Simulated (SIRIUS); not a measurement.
Input and output of a self-consistent single point for Se (P3_121, 6 atoms in the cell; from Materials Project mp-14, changed as shown) (SIRIUS).

All values come from this method and carry its errors: PBE, SSSP 1.1.2 efficiency PBE pseudopotentials (plane waves; SIRIUS 7.12.0).

The change in words: lattice scaled by 0.98. Reference geometry (P3_121):
```
Se
1.0
    4.50482     0.00000     0.00000
    0.00000     7.80258     0.00000
    0.00000     0.00000     4.97880
Se
6
Direct
  0.21789   0.00000   0.33333
  0.89106   0.10895   0.66667
  0.39105   0.39105   0.00000
  0.71789   0.50000   0.33333
  0.39105   0.60894   0.66667
  0.89106   0.89106   0.00000
```

Reference input (self-consistent single point, DFT, PBE, plane waves, SSSP 1.1.2 efficiency PBE pseudopotentials): parameters.ngridk = 4 2 4; parameters.xc_functionals = [XC_GGA_X_PBE, XC_GGA_C_PBE]; parameters.gk_cutoff = 8.062 1/bohr; parameters.pw_cutoff = 25.496 1/bohr; parameters.smearing = fermi_dirac; parameters.smearing_width = 0.00183747 Ha; potentials = SSSP 1.1.2 efficiency PBE pseudopotentials; parameters.electronic_structure_method = pseudopotential; parameters.num_bands = 22; parameters.num_mag_dims = 0; parameters.num_dft_iter = 100; parameters.energy_tol = 1e-07 Ha. This run's input differs from it in these lines:

```diff
@@ -32,5 +32,5 @@
     "lattice_vectors": [
-      [8.5128760407, 0.0, 0.0],
-      [0.0, 14.7447335963, 0.0],
-      [0.0, 0.0, 9.4085684293]
+      [8.3426192758, 0.0, 0.0],
+      [0.0, 14.4498380551, 0.0],
+      [0.0, 0.0, 9.2203970607]
     ],
```

Log, with long lists cut:

```
[find] density tolerance         : 1e-06
[find] total energy tolerance    : 1e-07
[find] iter_solver_tol (initial) : 0.01
[find] iter_solver_tol (target)  : 1e-13
[find] num_dft_iter              : 100
Charges and magnetic moments
--------------------------------------------------------------------------------
total charge          : 36.000000
[find] | SCF iteration   0 out of 100|
[diagonalize] iterative solver tolerance (occupied, empty): 0.01 0.01
[diagonalize] average number of iterations: 2
[find] Charges and magnetic moments
[find] total charge          : 36.000000
[find] Energy
[find] smearing (-TS)                 :      -0.00000001
   [... lines left out ...]

[find] Charges and magnetic moments
[find] total charge          : 36.000000
[find] Energy
[find] smearing (-TS)                 :      -0.00000003
[find] Total energy                   :    -130.79925478 (Ha),    -261.59850956 (Ry)
[find] Free energy (E-TS)             :    -130.79925481 (Ha),    -261.59850961 (Ry)
[find] band gap (eV)                  :       1.27763938
[find] Efermi                         :       0.19849529
[find] iteration : 31, RMS (target) : 4.8241e-07 (1.0000e-06) , energy difference (target) : -1.4231e-10 (1.0000e-07)
[find] bands are converged : true
[find] iterative solver converged : false
[find] converged after 32 SCF iterations!
[find] Charges and magnetic moments
[find] total charge          : 36.000000
[find] Energy
[find] smearing (-TS)                 :      -0.00000003
[find] Total energy                   :    -130.79925478 (Ha),    -261.59850956 (Ry)
[find] Free energy (E-TS)             :    -130.79925481 (Ha),    -261.59850961 (Ry)
[find] band gap (eV)                  :       1.27763938
[find] Efermi                         :       0.19849529
[ground_state] === stress tensor components [kbar] ===
[ground_state] === stress_total ===
[ground_state]   -40.855300    0.000000    0.000000
[ground_state]     0.000000  -40.179511   -0.131328
[ground_state]     0.000000   -0.131328  -72.200717
[ground_state] ==== total Forces in Ha/bohr =====
[ground_state] atom:    0, force:       0.0195637      0.0000000      0.0000000
[ground_state] atom:    1, force:      -0.0097821      0.0166292      0.0002988
[ground_state] atom:    2, force:      -0.0097821     -0.0166292     -0.0002988
[ground_state] atom:    3, force:       0.0195637      0.0000000      0.0000000
[ground_state] atom:    4, force:      -0.0097821      0.0166292      0.0002988
[ground_state] atom:    5, force:      -0.0097821     -0.0166292     -0.0002988
```

The run converged in 32 iterations. SIRIUS prints the stress tensor with tension positive. Against the reference run the free energy rises by 34.2 meV/atom, the pressure goes from 1.44 to 5.11 GPa, the largest force goes from 0.303 to 1.006 eV/Å and the gap on the mesh goes from 1.208 to 1.278 eV.

Forces above 1 eV/Å remain at this geometry. The structure comes from a collection of computed structures, made at another level of theory; the collection holds predicted forms beside known ones.

Cost on one core: about 4 core-minutes (a rough figure).

The gap that the log prints is read on the run's mesh, which can miss the band edges or a crossing.
